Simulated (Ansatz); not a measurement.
One crystal and one scan (energy over volume and axial ratio) at two levels, r2SCAN (plane waves to 500 eV, PAW, scalar-relativistic; Ansatz, an electronic-structure program) and PBE (plane waves to 420 eV, PAW, scalar-relativistic; Ansatz), each from its own relaxed cell and on its own mesh. The cell shown is that of r2SCAN.

Mg3Sb2 (A-La2O3 type, space group P-3m1)

```
Mg3Sb2
1.0
    4.56691     0.00000     0.00000
   -2.28346     3.95506     0.00000
    0.00000     0.00000     7.24702
Sb Mg
2 3
Direct
  0.33333   0.66667   0.22875
  0.66667   0.33333   0.77125
  0.00000   0.00000   0.00000
  0.33333   0.66667   0.63354
  0.66667   0.33333   0.36646
```

Grid over V/V₀ and (c/a)/(c/a)₀, subscript 0 meaning the relaxed cell; the conventional c axis lies along z; no internal relaxation.

Energies are smeared free energies. Mg3Sb2 was relaxed with its symmetry unable to fall. Spin-orbit coupling is left out, though Sb is heavy. As the atoms are clamped, bonds stretch with the cell, which overstates energies and stresses. Percentages come from the unrounded values. Both scans cover V/V₀ from 0.920 to 1.080 and (c/a)/(c/a)₀ from 0.960 to 1.040.

Results of r2SCAN:

| Item | Result |
|---|---|
| Lattice constant a (Å) | 4.567 |
| Lattice constant c (Å) | 7.247 |
| Relaxed volume (Å³/atom) | 26.18 |
| Modulus against c/a change at fixed volume, (3/4V)·∂²E/∂(ln c/a)² (fit, atoms clamped) (GPa) | 39 |

**Question.** What does PBE give for the same quantities?

**Answer.** 
| quantity | PBE | r2SCAN − PBE |
|---|---|---|
| Lattice constant a (Å) | 4.596 | -0.029 (-0.6 %) |
| Lattice constant c (Å) | 7.272 | -0.025 (-0.3 %) |
| Relaxed volume (Å³/atom) | 26.60 | -0.42 (-1.6 %) |
| Modulus against c/a change at fixed volume, (3/4V)·∂²E/∂(ln c/a)² (fit, atoms clamped) (GPa) | 33 | +6 (+17 %) |

r2SCAN gives the higher value for: modulus against c/a change at fixed volume. r2SCAN gives the lower value for: lattice constant a; lattice constant c; relaxed volume. Neither level is exact: the differences show how much the result hangs on the functional.

(A scan under strain: stresses follow from slopes of the energy per volume, elastic moduli from its curvatures.)
